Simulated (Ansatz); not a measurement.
## Li7NbO6: do energies and stresses tell the same story?

These are results of DFT r2SCAN, scalar-relativistic, plane waves, PAW (Ansatz 0.2.0), not measurements.

Settings: cutoff 500 eV, Γ-centred mesh 6×6×6 on the computed 14-atom cell, Gaussian smearing of 0.02 eV; no spin polarisation.

Relaxed cell: R3, a = 5.515 Å, b = 5.515 Å, c = 14.577 Å, α = 90.00°, β = 90.00°, γ = 120.00°, 14 atoms in the primitive cell. Whether it is the stable form of this composition wasn't checked.

Energies at zero smearing and pressures from the stress tensor, at volumes with shape and atoms relaxed:
| V (Å³/atom) | E − E(first) (meV/atom) | P (GPa) |
| --- | --- | --- |
| 8.045 | 0.00 | 17.14 |
| 8.319 | -24.64 | 11.79 |
| 8.594 | -40.82 | 7.23 |
| 8.868 | -49.77 | 3.34 |
| 9.142 | -52.58 | 0.02 |
| 9.416 | -50.16 | -2.78 |
| 9.691 | -43.30 | -5.14 |
| 10.056 | -28.51 | -7.72 |

Q: Check P = −dE/dV between neighbouring volumes, and get the bulk modulus from the pressures alone.

A: With 1 eV/Å³ = 160.2 GPa:
```csv
middle V (Å³/atom),−ΔE/ΔV (GPa),mean P (GPa)
8.182,14.395,14.463
8.456,9.449,9.509
8.731,5.232,5.284
9.005,1.640,1.679
9.279,-1.416,-1.382
9.553,-4.006,-3.963
9.873,-6.480,-6.433
```

The two differ by 0.07 GPa at most. The mean of two end pressures misses the average over a step by about ΔV² P″/12, up to 0.07 GPa here; with that taken off 0.01 GPa remains. Around V = 9.142 Å³/atom, the two neighbours give B = −V ΔP/ΔV = 9.142 × 6.12 / 0.549 = 102.0 GPa, against B0 = 100.9 GPa from the Birch–Murnaghan fit of the energies.

Cost: 9 runs of about 85 core-minutes in all, on Intel Xeon Processor @ 2.50GHz (Skylake/Cascade Lake) (shared hosts).